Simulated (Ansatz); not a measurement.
Input file for Ansatz (a quantum-chemistry and plane-wave program):

Ansatz 0.2 input:
```yaml
crystal:
  lattice:
    - [0.0, 2.7169869438, 2.7169869438]
    - [2.7169869438, 0.0, 2.7169869438]
    - [2.7169869438, 2.7169869438, 0.0]
  atoms:
    - { symbol: Ba, position: [0.0, 0.0, 0.0] }
    - { symbol: O, position: [0.5, 0.5, 0.5] }
kpoints:
  mp_grid: { grid: [9, 9, 9] }
hamiltonian:
  xc: lda
  pseudopotentials: { kind: paw }
scf:
  occupations: { method: fixed }
phonons:
  method: dfpt
  response_accuracy: low
  eigenvectors: true
  rigid_motions: translations
  dielectric: true
  raman: true
```

Output (shortened):

```
Pseudopotential: Ba, paw, valence charge 10
Pseudopotential: O, paw, valence charge 6
Functional definition: SPW92
Crystal: 2 atoms, lattice volume = 40.114 Å³
Basis set: ecut = 420 eV, 749 PW (Γ), exchange–correlation on 54×54×54 points (8 copies of the dense FFT grid, shifted against one another)
Bands: 12, of which v1, the nominal top of the filled ones, is band 8 counted from 1 (7 counted from 0)
Symmetry: 48 space group operations
k-points: 75 of 729 (irreducible under 8 space group operations, time reversal used)
SCF iter   1: F=—  HF=-6337.621831 eV  |F-HF|=—  |Δ(HF+E_count)|=         —  Δρ=1.44e-2  dr2=9.00e-2  ethr=1.77e-3  ⟨swp⟩=4.7  Hψ=5337  notcnv=0  defer=133
preconditioner: auto → none
SCF iter   2: F=—  HF=-6337.625338 eV  |F-HF|=—  |Δ(HF+E_count)|=   3.51e-3  Δρ=1.74e-2  dr2=1.08e-1  ethr=5.62e-4  ⟨swp⟩=2.6  Hψ=2239  notcnv=0  defer=143
SCF iter   3: F=—  HF=-6337.601815 eV  |F-HF|=—  |Δ(HF+E_count)|=   2.35e-2  Δρ=2.17e-3  dr2=7.29e-4  ethr=5.62e-4  ⟨swp⟩=2.5  Hψ=1314  notcnv=0  defer=140
SCF iter   4: F=—  HF=-6337.601595 eV  |F-HF|=—  |Δ(HF+E_count)|=   2.19e-4  Δρ=3.96e-4  dr2=4.74e-5  ethr=4.55e-6  ⟨swp⟩=3.0  Hψ=1540  notcnv=0  defer=145
SCF iter   5: F=—  HF=-6337.601584 eV  |F-HF|=—  |Δ(HF+E_count)|=   1.10e-5  Δρ=5.57e-5  dr2=8.45e-7  ethr=2.96e-7  ⟨swp⟩=2.0  Hψ=1125  notcnv=0  defer=134
SCF iter   6: F=—  HF=-6337.601583 eV  |F-HF|=—  |Δ(HF+E_count)|=   7.06e-7  Δρ=3.76e-6  dr2=1.95e-9  ethr=5.28e-9  ⟨swp⟩=2.1  Hψ=1387  notcnv=0  defer=129
SCF iter   7: F=—  HF=-6337.601583 eV  |F-HF|=—  |Δ(HF+E_count)|=  9.95e-10  Δρ=6.11e-7  dr2=1.57e-10  ethr=1.00e-12  ⟨swp⟩=10.8  Hψ=8151  notcnv=0
SCF iter   8: F=-6337.601583 eV  HF=-6337.601583 eV  |F-HF|=2.73e-12  |Δ(HF+E_count)|=  3.18e-11  Δρ=3.58e-8  dr2=3.67e-13  ethr=1.00e-12  ⟨swp⟩=6.0  Hψ=3771  notcnv=0
SCF 1 converged in 8 iterations: F = -6337.601583 eV  dr2 = 3.67e-13
NSCF: frozen V_eff on 5 k-points
DFPT response loops at Γ: preconditioner auto → none (the input reference at scf.mixing.eps_inf says where Resta's filter doesn't serve); β = 0.50 …
── the response to a field inside a basis, on 10×10×10 k-points: an SCF that follows is theirs, and a resumed run solves both again ──
Crystal: 2 atoms, lattice volume = 40.114 Å³
Bands: 9, of which v1, the nominal top of the filled ones, is band 8 counted from 1 (7 counted from 0)
k-points: 110 of 1000 (irreducible under 12 space group operations)
SCF iter   1: F=—  HF=-6337.604778 eV  |F-HF|=—  |Δ(HF+E_count)|=         —  Δρ=5.64e-4  dr2=2.10e-5  ethr=1.00e-1
preconditioner: auto → none
SCF iter   2: F=—  HF=-6337.604774 eV  |F-HF|=—  |Δ(HF+E_count)|=   3.04e-6  Δρ=2.84e-4  dr2=1.77e-5  ethr=1.31e-7
SCF iter   3: F=—  HF=-6337.604774 eV  |F-HF|=—  |Δ(HF+E_count)|=   6.07e-7  Δρ=2.19e-4  dr2=1.05e-5  ethr=1.10e-7
SCF iter   4: F=—  HF=-6337.604772 eV  |F-HF|=—  |Δ(HF+E_count)|=   2.25e-6  Δρ=1.76e-5  dr2=4.22e-8  ethr=6.55e-8
SCF iter   5: F=—  HF=-6337.604772 eV  |F-HF|=—  |Δ(HF+E_count)|=   2.71e-9  Δρ=1.39e-6  dr2=2.70e-10  ethr=2.64e-10
SCF iter   6: F=-6337.604772 eV  HF=-6337.604772 eV  |F-HF|=5.46e-12  |Δ(HF+E_count)|=  4.55e-12  Δρ=1.01e-7  dr2=1.56e-12  ethr=1.68e-12
SCF 1 converged in 6 iterations: F = -6337.604772 eV  dr2 = 1.56e-12
DFPT response loops at Γ: mixed as the last ones told, above
DFPT response loops at Γ: mixed as the last ones told, above
DFPT response loops at Γ: mixed as the last ones told, above
SCF converged after 8 iterations
Free energy (F): -6337.601583 eV
Harris-Foulkes:  -6337.601583 eV  (|F-HF|=2.73e-12)
Internal energy: -6337.601583 eV  (E = F + TS)
E sigma→0 (E₀):  -6337.601583 eV
Fermi energy:    8.977448 eV
--- Per-component energies (eV) ---
  E_band       = -8.007469
  E_kinetic    = 345.209631
  E_local      = -539.225986  (includes V_loc(G=0)·N_el)
  E_nonlocal   = 110.212885
  E_hartree    = 191.384089
  E_xc         = -241.652826
  E_vxc        = -232.007477  (∫ρ·V_xc dr)
  E_paw        = -5204.478338  (= ΣΔE_a)
  E_vpaw       = -74.967169  (= ΣTr[D̂ρ^β])
  E_aug_tail   = 0.002454  (compensation charges beyond the density's cutoff)
  E_ewald      = -999.432930
  E_core_change = 0.379437  (= ΣΔE_core)
  E_smearing   =  0.000000  (= −TS)
  E_closure    =  0.000000  (closes the sum)
  Σ components = -6337.601583   (vs F -6337.601583, Δ=0.00e0)
  [band-id]    e_kinetic+e_local+e_nonlocal+2·e_hartree+e_vxc+e_vpaw+e_augmentation_tail = -8.007483   (vs E_band -8.007469, Δ=-1.33e-5)
--- Band table (eV; the first three rows and the last of 75) ---
  k-point 0: bands = ["-16.7601", "-5.8767", "-1.0840", "-1.0840", "-1.0840", "8.3719", "8.3719", "8.3719", "12.6125", "13.6472", "13.6472", "13.6472"]
  k-point 1: bands = ["-16.7230", "-5.9868", "-1.1130", "-1.1005", "-1.1005", "8.0969", "8.2102", "8.2102", "13.1431", "13.4339", "13.8704", "13.8704"]
  k-point 2: bands = ["-16.6267", "-6.2654", "-1.1826", "-1.1414", "-1.1414", "7.5445", "7.8421", "7.8421", "13.2115", "14.4982", "14.4982", "14.5246"]
  k-point 74: bands = ["-16.3363", "-6.4001", "-2.3794", "-2.2719", "-1.1637", "7.3918", "8.6165", "8.6928", "12.9385", "13.9967", "16.2481", "18.2102"]
--- Phonons (Γ-DFPT): 2 representative perturbations + reference, on 75 of 729 k-points (Σ response iterations 5) ---
  ASR residual: 2.033e-4 → 0.000e0 eV/Å²; symmetrization residual: 2.949e-6 eV/Å²
  ASR residual per site (eV/Å²): 2.03e-4 1.96e-5
  Γ frequencies (cm⁻¹): 0.00 0.00 0.00 86.00 86.00 86.00
  ε∞ (high-frequency dielectric tensor):
        4.282181     0.000000     0.000000
        0.000000     4.282181     0.000000
        0.000000     0.000000     4.282181
  ε⁰ (static dielectric tensor: ions relaxed, cell fixed):
       94.913528     0.000000     0.000000
        0.000000    94.913528     0.000000
        0.000000     0.000000    94.913528
  ε⁰ − ε∞ (ionic part):
       90.631348     0.000000     0.000000
        0.000000    90.631348     0.000000
        0.000000     0.000000    90.631348
  softest optical mode at Γ: 86.00 cm⁻¹; the repairs (sum rule, projections) moved no ω² at Γ by more than (0.84 cm⁻¹)²
  Born effective charges Z* (e; rows j = field, columns β = displacement):
    site 0:
         2.79821    0.00000    0.00000
         0.00000    2.79821    0.00000
         0.00000    0.00000    2.79821
    site 1:
        -2.79821    0.00000    0.00000
         0.00000   -2.79821    0.00000
         0.00000    0.00000   -2.79821
  Z* charge neutrality: 2.809e-5 e pre-enforcement
  k-mesh period / interband length: 34.6 Å / 1.49 Å = 23.28 at k = (0.0000, 0.0000, 0.0000), direct gap 4.241 eV — 14 or more, which is no proof of convergence
  Raman tensors (in the event stream and the table raman_tensors.tsv) …
  optical modes at Γ without the LO–TO term, one row a degenerate level:
      ω (cm⁻¹)  modes    IR ((D/Å)²/amu)  static Raman (Å⁴/amu)  depolarisation
         86.00      3            37.8190                 0.0000               —
  optical modes at Γ + LO–TO along q̂ = [1.0000, 0.0000, 0.0000]:
      ω (cm⁻¹)  modes    IR ((D/Å)²/amu)  static Raman (Å⁴/amu)  depolarisation
         86.00      2            25.2127                 0.0000               —
        404.87      1            12.6063                 0.0000               —
  optical modes at Γ + LO–TO along q̂ = [0.0000, 1.0000, 0.0000]:
      ω (cm⁻¹)  modes    IR ((D/Å)²/amu)  static Raman (Å⁴/amu)  depolarisation
         86.00      2            25.2127                 0.0000               —
        404.87      1            12.6063                 0.0000               —
  optical modes at Γ + LO–TO along q̂ = [0.0000, 0.0000, 1.0000]:
      ω (cm⁻¹)  modes    IR ((D/Å)²/amu)  static Raman (Å⁴/amu)  depolarisation
         86.00      2            25.2127                 0.0000               —
        404.87      1            12.6063                 0.0000               —
```

Cost: very roughly 2.4 core-minutes on shared cores.

Space group Fm-3m (rock salt). Symmetry was held in the LDA relaxation; phonons on a q-mesh show no instability. Scalar-relativistic: spin–orbit coupling is off unless named, which matters more the heavier the elements.

Potentials: the later of the program's two PAW sets.

Ansatz is a plane-wave DFT program.
